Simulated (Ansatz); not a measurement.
**Al₂O₃: from a starting cell to a relaxed one**

The start is a generated trial cell of Al2O3 in the AFLOW prototype A2B3_tP10_127_g_ah (D5_a). A full variable-cell relaxation at zero pressure is run with r2SCAN (plane waves to 500 eV, PAW, scalar-relativistic; Ansatz, an electronic-structure program). First-step values are on the input's coarse k-mesh.

Ansatz input (later rounds restart from its end on a renewed k-mesh):
Ansatz 0.2 input:
```yaml
crystal:
  lattice:
    - [5.4428503, 0, 0]
    - [0, 5.4428503, 0]
    - [0, 0, 2.8859778]
  atoms:
    - { symbol: O, position: [0, 0, 0] }
    - { symbol: O, position: [0.5, 0.5, 0] }
    - { symbol: O, position: [0.1821, 0.6821, 0.5] }
    - { symbol: O, position: [0.6821, 0.8179, 0.5] }
    - { symbol: O, position: [0.3179, 0.1821, 0.5] }
    - { symbol: O, position: [0.8179, 0.3179, 0.5] }
    - { symbol: Al, position: [0.3841, 0.8841, 0] }
    - { symbol: Al, position: [0.8841, 0.6159, 0] }
    - { symbol: Al, position: [0.1159, 0.3841, 0] }
    - { symbol: Al, position: [0.6159, 0.1159, 0] }
basis: { ecutwfc: 500, ecutrho_ratio: 4, xc_grid: 4, fft_grid_basis: typed }
kpoints: { mp_grid: { grid: [4, 4, 8] } }
hamiltonian:
  xc: r2scan
  dispersion: none
  pseudopotentials: { azcp: { folder: ./paw }, kind: paw }
scf: { occupations: { method: fermi_dirac, width: 0.05 } }
relax: { f_tol: 0.01, max_steps: 100, cell: { stress_tol: 0.02 } }
output: { forces: true, stress: true }
```

| Property | Result |
|---|---|
| Energy released | about 1.9 eV/atom |
| Shortest distances (start → end) | The closest pairs of elements (up to four, under 3.6 Å), start → end: Al–Al 1.78 → 2.78 Å; Al–O 2.12 → 1.83 Å; O–O 2.46 → 2.23 Å |
| Band gap at the end | 2.24 eV, indirect (valence top at Z, conduction bottom at Γ) (no spin-orbit coupling) |
| Optimiser moves | 9 |

Final structure:

```cif
data_Al4O6
_chemical_formula_sum 'O6 Al4'
_space_group_name_H-M_alt 'P4/mbm'
_space_group_IT_number 127
_space_group_name_Hall '-P 4 2ab'
_cell_length_a 5.45781
_cell_length_b 5.45781
_cell_length_c 2.78718
_cell_angle_alpha 90.000
_cell_angle_beta 90.000
_cell_angle_gamma 90.000
loop_
_atom_site_label
_atom_site_type_symbol
_atom_site_symmetry_multiplicity
_atom_site_Wyckoff_symbol
_atom_site_fract_x
_atom_site_fract_y
_atom_site_fract_z
_atom_site_occupancy
O1 O 2 a 0.00000 0.00000 0.00000 1
O2 O 4 h 0.35581 0.14419 0.50000 1
Al1 Al 4 g 0.20216 0.29784 0.00000 1
```

Final values are on a 6×6×12 k-mesh of the relaxed cell. The start holds a very short contact (Al–Al 1.78 Å). No spin polarisation in the result.

The run could not lower the symmetry of its start; a shaken copy of this end point relaxes with r2SCAN to P2₁ (No. 4), 0.799 eV/atom lower.

The relaxed structure here is a generated cell of Al2O3: the first start was made by placing the elements on the sites of a structure type, and the end was not matched to a known phase here, so it may be hypothetical. Known forms of Al2O3 include space group No. 167.
